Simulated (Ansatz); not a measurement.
Consider the following.

LaN:
```cif
data_La2N2
_chemical_formula_sum 'La2 N2'
_space_group_name_H-M_alt 'P4/nmm :1'
_space_group_IT_number 129
_space_group_name_Hall 'P 4ab 2ab -1ab'
_cell_length_a 4.44343
_cell_length_b 4.44343
_cell_length_c 3.69719
_cell_angle_alpha 90.000
_cell_angle_beta 90.000
_cell_angle_gamma 90.000
loop_
_space_group_symop_operation_xyz
  'x, y, z'
  '-y+1/2, x+1/2, z'
  '-x, -y, z'
  'y+1/2, -x+1/2, z'
  'x+1/2, -y+1/2, -z'
  '-y, -x, -z'
  '-x+1/2, y+1/2, -z'
  'y, x, -z'
  '-x+1/2, -y+1/2, -z'
  'y, -x, -z'
  'x+1/2, y+1/2, -z'
  '-y, x, -z'
  '-x, y, z'
  'y+1/2, x+1/2, z'
  'x, -y, z'
  '-y+1/2, -x+1/2, z'
loop_
_atom_site_label
_atom_site_type_symbol
_atom_site_symmetry_multiplicity
_atom_site_Wyckoff_symbol
_atom_site_fract_x
_atom_site_fract_y
_atom_site_fract_z
_atom_site_occupancy
La1 La 2 c 0.50000 0.00000 0.26837 1
N1 N 2 a 0.00000 0.00000 0.00000 1
```

This is the r²SCAN-relaxed structure.

Task: All from plane-wave PAW r²SCAN (Ansatz code), unless another level is named. Give the highest zone-centre frequency (without LO–TO term).

Result: 419 cm⁻¹.

Task: Next, the bulk modulus (Birch–Murnaghan fit)?

Result: 50.2 GPa.

The workflow started from a Materials Project entry (that database holds measured and hypothetical structures alike); the Crystallography Open Database copy checked does not list it. COD files the formula under space group No. 225. Its standing as an ambient phase is unchecked. The r²SCAN relaxation kept the symmetry of its start. At this level the phase is mechanically unstable. Spin–orbit coupling is left out wherever it is not named.

Potentials: the later of the program's two PAW sets.
